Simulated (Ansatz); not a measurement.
Pt (fcc (Cu type), Fm-3m) at seven volumes, plane-wave PAW r²SCAN (Ansatz code), scaled uniformly. One row is withheld.

```tsv
V (Å³/atom)	P (GPa)
13.914	33.02
14.373	19.86
14.831	8.98
15.290	0.00
15.749	?
16.207	-13.44
16.666	-18.40
```

Q: Fit the shown pressures and predict the withheld one.

A: P = (3/2)B₀(x^(7/2) − x^(5/2))[1 + (3/4)(B′ − 4)(x − 1)] with x = (V₀/V)^(2/3). Least squares on the six rows gives V₀ = 15.291 Å³/atom, B₀ = 271 GPa, B′ = 5.47. At V = 15.749, x = 0.9805 and P = -7.38 GPa. The run itself gave -7.39 GPa.

The cell was relaxed with r²SCAN under the symmetry of its start. The run is not spin-polarised. Spin–orbit coupling is left out wherever it is not named.

Potentials: the earlier of the program's two PAW sets.
